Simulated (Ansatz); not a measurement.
Consider a crystal of Be2TeI in space group P-6m2 (No. 187), with Be on 2i; Te on 1a; I on 1d. The cell of Be2TeI is invented: close-packed anion layers stacked AB, with sites between them filled layer by layer (elements of the layers in order: Te I).

Level of theory: DFT PBE, scalar-relativistic, plane waves, PAW (Ansatz). Cutoff 420 eV, Γ-centred mesh, Gaussian smearing, no spin polarisation.

Formation energies are uncorrected and refer to the elements' standard structures at the same level.

Question: Predict the relaxed structure.

Answer:

Space group P-6m2 (No. 187). a = 3.842 Å, b = 3.842 Å, c = 6.537 Å, α = 90.00°, β = 90.00°, γ = 120.00°
| atom | site | symmetry | x | y | z |
| --- | --- | --- | --- | --- | --- |
| Be | 2i | 3m. | 0.6667 | 0.3333 | 0.2112 |
| Te | 1a | -6m2 | 0.0000 | 0.0000 | 0.0000 |
| I | 1d | -6m2 | 0.3333 | 0.6667 | 0.5000 |

Around Be lie 3 Te at 2.61 Å, 1 Be at 2.76 Å and 3 I at 2.91 Å; around Te lie 6 Be at 2.61 Å; I is surrounded by 6 Be at 2.91 Å. Another local minimum with the same sites may exist.

Question: And its energy and gap?

Answer: The formation energy is +0.31 eV/atom. The gap on the 12×12×8 mesh of the 4-atom cell is 0 eV (a metal). It can't be a ground state, since the elements alone are lower.

The last run used Gaussian smearing of 0.10 eV. Spin–orbit coupling, which can matter for I and Te, is left out. An odd number of electrons in the primitive cell allows no gap without spin; a larger cell or a magnetic state could open one. The cell is a metal run without spin; a magnetic state may lie lower. The reference forms of I and Te are held partly by dispersion forces, which this level lacks. A later test with randomly moved atoms led to a structure 275 meV/atom lower, so this end is a saddle point or a shallow minimum.
